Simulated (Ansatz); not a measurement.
NaPt₃O₄ in space group Pm-3n (No. 223; Na on 2a, Pt on 6c, O on 8e), plane-wave PAW PBEsol (Ansatz code), all energies at zero smearing, with the estimated change up to a 700 eV cutoff added, with one set of potentials and settings (totals compare only within such a set). Cell of 16 atoms (2 Na, 6 Pt, 8 O): -81743.225 eV.

```tsv
element	reference phase	E (eV/atom)
Na	P6_3/mmc, 2 atoms in the cell	-1475.8698
Pt	Fm-3m, 1 atoms in the cell	-12385.3838
O	C2/m, 4 atoms in the cell, spin-polarised	-558.3609
```

Formation energy per atom, worked out: (-81743.225 − 2×(-1475.8698) − 6×(-12385.3838) − 8×(-558.3609))/16 = -0.768 eV/atom (-74 kJ per mol of atoms), at 0 K, without zero-point energy or fitted corrections.

The first step of the workflow began from a Materials Project structure, measured or hypothetical; the Crystallography Open Database files this formula in space group No. 223, but the cells were not matched. Whether it is the stable phase at ambient conditions was not checked. Symmetry was held in the PBEsol relaxation; its stability against distortions is not shown here. No spin polarisation was allowed. The references are the lowest solids computed at this level, not always the standard phases (solids in place of the gases). Spin–orbit coupling is left out wherever it is not named.

Potentials: the earlier of the program's two PAW sets. The files were generated under PBE; for other functionals the program regenerates the frozen cores, and for LDA and PBEsol the local potential too.
